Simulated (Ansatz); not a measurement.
Relaxed HfO₂ (tetragonal-ZrO2 type, space group P4_2/nmc):

```
CELL_PARAMETERS angstrom
      3.56707     0.00000     0.00000
      0.00000     3.56707     0.00000
      0.00000     0.00000     5.16596
ATOMIC_POSITIONS crystal
  Hf 0.00000 0.00000 0.00000
  Hf 0.50000 0.50000 0.50000
  O  0.00000 0.50000 0.20010
  O  0.00000 0.50000 0.70010
  O  0.50000 0.00000 0.29990
  O  0.50000 0.00000 0.79990
```

In each cell atom 4 (O, nearest neighbour Hf at 2.061 Å; its periodic images, 3.6 Å or more away, move with it) moves by s·(-0.865, 0.000, -0.501) (towards the nearest neighbour), the rest being held.

These are PBEsol (plane waves to 420 eV, PAW, scalar-relativistic; Ansatz, a quantum-chemistry and plane-wave program) values and carry that method's errors. k mesh 8×8×5 (Γ-centred), Fermi-Dirac smearing 0.05 eV. The energy includes the smearing's −TS. Left out: 3 of 11 points, with atoms too close for the PAW data. HfO2 is run without spin polarisation. HfO2 was relaxed with its symmetry unable to fall. Spin-orbit coupling is left out, though Hf is heavy. This is a high-temperature form of HfO2. The zero of ΔE is the undisplaced structure.

Successive frames, forces in eV/Å:

```
frame         ΔE (meV/cell)                F on Hf1                F on Hf2                F on O3                  F on O4                F on O5                 F on O6
------------  -------------  ----------------------  ----------------------  ---------------------  -----------------------  ---------------------  ----------------------
s = -0.372 Å            892   (0.114, 0.000, 0.117)  (1.587, 0.000, -0.686)  (0.191, 0.000, 1.427)  (-4.377, 0.000, -0.796)  (0.087, 0.000, 0.139)  (2.398, 0.000, -0.200)
s = -0.248 Å            433   (0.109, 0.000, 0.017)  (1.264, 0.000, -0.114)  (0.153, 0.000, 0.982)  (-3.163, 0.000, -0.864)  (0.062, 0.000, 0.112)  (1.576, 0.000, -0.133)
s = -0.124 Å            119  (0.071, 0.000, -0.032)   (0.780, 0.000, 0.147)  (0.087, 0.000, 0.512)  (-1.746, 0.000, -0.625)  (0.033, 0.000, 0.068)  (0.775, 0.000, -0.069)
s = 0.000 Å               0   (0.000, 0.000, 0.000)   (0.000, 0.000, 0.000)  (0.000, 0.000, 0.000)    (0.000, 0.000, 0.000)  (0.000, 0.000, 0.000)   (0.000, 0.000, 0.000)
```

Task: What are the energy and the forces in the next frame, s = 0.124 Å?

Result: ΔE (meV/cell) = 150.

```csv
atom,Fx,Fy,Fz
Hf1,-0.088,0.000,0.149
Hf2,-1.351,0.000,-0.694
O3,-0.103,0.000,-0.568
O4,2.319,0.000,1.131
O5,-0.037,0.000,-0.100
O6,-0.741,0.000,0.081
```

(A displaced cell: forces are minus the slopes of the energy, force constants its curvatures, and phonons follow from these.)
